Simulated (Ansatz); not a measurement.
Geometry optimisation in Ansatz: input, command and trajectory.

```yaml
crystal:
  lattice:
    - [4.22721279, 0.0, 0.0]
    - [0.0, 4.22721279, 0.0]
    - [0.0, 0.0, 4.68777159]
  atoms:
    - { symbol: C, position: [0.5, 0.5, 0.5] }
    - { symbol: C, position: [0.0, 0.0, 0.0] }
    - { symbol: O, position: [0.30482686, 0.69517314, 0.5] }
    - { symbol: O, position: [0.69517314, 0.30482686, 0.5] }
    - { symbol: O, position: [0.19517314, 0.19517314, 0.0] }
    - { symbol: O, position: [0.80482686, 0.80482686, 0.0] }
basis:
  ecutwfc: 500
kpoints:
  mp_grid: { grid: [6, 6, 6] }
hamiltonian:
  xc: r2scan
scf:
  occupations: { method: gaussian, width: 0.02 }
output:
  forces: true
  stress: true
  eigenvalues: true
  write_density: true
  write_potential: true
  elf: true
  volumetric_format: npy
relax:
  adjacent_minimum: "off"
  f_tol: 0.005
  max_steps: 80
  cell: { stress_tol: 0.05 }
```

```bash
ansatz run input.yaml --threads 1 --pin off --max-ram 2560MiB --backend cpu --events-out ev --progress --plain --runs-dir out
```

Level of theory: DFT r2SCAN, scalar-relativistic, plane waves, PAW in Ansatz.

Of 7 frames 7 are shown, positions in Å and forces in eV/Å; the SCF threshold varies from step to step. Steps run on the plane waves of an earlier cell, with a Pulay correction in the pressure. The basis is chosen afresh for the last frame, the zero of the energies, and at times for earlier ones too; energy and pressure step there, also at an unchanged geometry.

```xyz
6
Lattice="4.2272 0.0000 0.0000 0.0000 4.2272 0.0000 0.0000 0.0000 4.6878" Properties=species:S:1:pos:R:3:forces:R:3 pbc="T T T" step=1 free_energy_over_end_meV_per_atom=2.67 pressure_GPa=-1.67
C     2.1136    2.1136    2.3439    0.0000    0.0000    0.0000
C     0.0000    0.0000    0.0000    0.0000    0.0000    0.0000
O     1.2886    2.9386    2.3439    0.5058   -0.5058    0.0000
O     2.9386    1.2886    2.3439   -0.5058    0.5058    0.0000
O     0.8250    0.8250    0.0000   -0.5058   -0.5058    0.0000
O     3.4022    3.4022    0.0000    0.5058    0.5058    0.0000
6
Lattice="4.2757 0.0000 0.0000 0.0000 4.2757 0.0000 0.0000 0.0000 4.7271" Properties=species:S:1:pos:R:3:forces:R:3 pbc="T T T" step=2 free_energy_over_end_meV_per_atom=0.48 pressure_GPa=0.08
C     2.1379    2.1379    2.3635    0.0000    0.0000    0.0000
C     0.0000    0.0000    0.0000    0.0000    0.0000    0.0000
O     1.3173    2.9584    2.3635    0.0147   -0.0147    0.0000
O     2.9584    1.3173    2.3635   -0.0147    0.0147    0.0000
O     0.8206    0.8206    0.0000   -0.0147   -0.0147    0.0000
O     3.4552    3.4552    0.0000    0.0147    0.0147    0.0000
6
Lattice="4.3042 0.0000 0.0000 0.0000 4.3042 0.0000 0.0000 0.0000 4.7340" Properties=species:S:1:pos:R:3:forces:R:3 pbc="T T T" step=3 free_energy_over_end_meV_per_atom=0.43 pressure_GPa=0.17
C     2.1521    2.1521    2.3670    0.0000    0.0000    0.0000
C     0.0000    0.0000    0.0000    0.0000    0.0000    0.0000
O     1.3319    2.9723    2.3670   -0.0341    0.0341    0.0000
O     2.9723    1.3319    2.3670    0.0341   -0.0341    0.0000
O     0.8202    0.8202    0.0000    0.0341    0.0341    0.0000
O     3.4840    3.4840    0.0000   -0.0341   -0.0341    0.0000
6
Lattice="4.3240 0.0000 0.0000 0.0000 4.3240 0.0000 0.0000 0.0000 4.7263" Properties=species:S:1:pos:R:3:forces:R:3 pbc="T T T" step=4 free_energy_over_end_meV_per_atom=0.42 pressure_GPa=0.06
C     2.1620    2.1620    2.3632    0.0000    0.0000    0.0000
C     0.0000    0.0000    0.0000    0.0000    0.0000    0.0000
O     1.3416    2.9823    2.3632   -0.0194    0.0194    0.0000
O     2.9823    1.3416    2.3632    0.0194   -0.0194    0.0000
O     0.8203    0.8203    0.0000    0.0194    0.0194    0.0000
O     3.5036    3.5036    0.0000   -0.0194   -0.0194    0.0000
6
Lattice="4.3424 0.0000 0.0000 0.0000 4.3424 0.0000 0.0000 0.0000 4.6895" Properties=species:S:1:pos:R:3:forces:R:3 pbc="T T T" step=5 free_energy_over_end_meV_per_atom=0.36 pressure_GPa=0.00
C     2.1712    2.1712    2.3447    0.0000    0.0000    0.0000
C     0.0000    0.0000    0.0000    0.0000    0.0000    0.0000
O     1.3507    2.9917    2.3447   -0.0023    0.0023    0.0000
O     2.9917    1.3507    2.3447    0.0023   -0.0023    0.0000
O     0.8205    0.8205    0.0000    0.0023    0.0023    0.0000
O     3.5219    3.5219    0.0000   -0.0023   -0.0023    0.0000
6
Lattice="4.3636 0.0000 0.0000 0.0000 4.3636 0.0000 0.0000 0.0000 4.6457" Properties=species:S:1:pos:R:3:forces:R:3 pbc="T T T" step=6 free_energy_over_end_meV_per_atom=0.33 pressure_GPa=0.00
C     2.1818    2.1818    2.3229    0.0000    0.0000    0.0000
C     0.0000    0.0000    0.0000    0.0000    0.0000    0.0000
O     1.3613    3.0023    2.3229   -0.0018    0.0018    0.0000
O     3.0023    1.3613    2.3229    0.0018   -0.0018    0.0000
O     0.8205    0.8205    0.0000    0.0018    0.0018    0.0000
O     3.5431    3.5431    0.0000   -0.0018   -0.0018    0.0000
6
Lattice="4.3636 0.0000 0.0000 0.0000 4.3636 0.0000 0.0000 0.0000 4.6457" Properties=species:S:1:pos:R:3:forces:R:3 pbc="T T T" step=7 free_energy_over_end_meV_per_atom=0.00 pressure_GPa=0.00
C     2.1818    2.1818    2.3229    0.0000    0.0000    0.0000
C     0.0000    0.0000    0.0000    0.0000    0.0000    0.0000
O     1.3613    3.0023    2.3229   -0.0005    0.0005    0.0000
O     3.0023    1.3613    2.3229    0.0005   -0.0005    0.0000
O     0.8205    0.8205    0.0000    0.0005    0.0005    0.0000
O     3.5431    3.5431    0.0000   -0.0005   -0.0005    0.0000
```

It took 53 s on 1 thread of AMD EPYC 7R13 Processor (Zen 3), on a shared host, peak memory 0.59 GiB.

The cell holds molecules, and r2SCAN describes their binding at middle range but leaves out its long-range dispersion part.